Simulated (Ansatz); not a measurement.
**Response of Hf to small distortions**

```
Hf
1.0
    -1.80500    1.80500    1.80500
     1.80500   -1.80500    1.80500
     1.80500    1.80500   -1.80500
Hf
1
Direct
  0.00000 0.00000 0.00000
```

Conventional cell: a = 3.610 Å, b = 3.610 Å, c = 3.610 Å, α = 90.00°, β = 90.00°, γ = 90.00°. Hf (atom 1) has 8 Hf at 3.13 Å as nearest neighbours.

The geometry is COD entry 1522789, unchecked; take it as a test cell.

No spin–orbit coupling, which matters for the heavy atoms here.

Computed with DFT, PBEsol, all-electron PAW with datasets made for the crystal, scalar-relativistic in Ansatz 0.2.0.

Sampling and basis: a Γ-centred 16×16×16 k mesh, Fermi–Dirac smearing of 0.08 eV, cutoff 400 eV (chosen by the program for this cell), no spin polarisation.

The unchanged cell is at -8.89 GPa.

In a metal, stresses and small energies carry noise from the k mesh.

x, y and z are the Cartesian axes of the cell as listed; fractional coordinates follow a strain, and an engineering shear is twice the off-diagonal strain component.

With this change (equal xy, yz and zx engineering shear strains of -2 %), what becomes of the energy and stress?

Energy change +3 meV/atom; stress change (xx, yy, zz, yz, xz, xy) 0.05, 0.05, 0.05, 0.85, 0.85, 0.85 GPa, compression positive.

With this change (equal xy, yz and zx engineering shear strains of -1 %), what becomes of the energy and stress?

Energy change under 1 meV/atom; stress change (xx, yy, zz, yz, xz, xy) 0.01, 0.01, 0.01, 0.44, 0.44, 0.44 GPa, compression positive.

With this change (equal xy, yz and zx engineering shear strains of +1 %), what becomes of the energy and stress?

Energy change under 1 meV/atom; stress change (xx, yy, zz, yz, xz, xy) 0.01, 0.01, 0.01, -0.45, -0.45, -0.45 GPa, compression positive.

With this change (equal xy, yz and zx engineering shear strains of +2 %), what becomes of the energy and stress?

Energy change +4 meV/atom; stress change (xx, yy, zz, yz, xz, xy) 0.05, 0.05, 0.05, -0.91, -0.91, -0.91 GPa, compression positive.
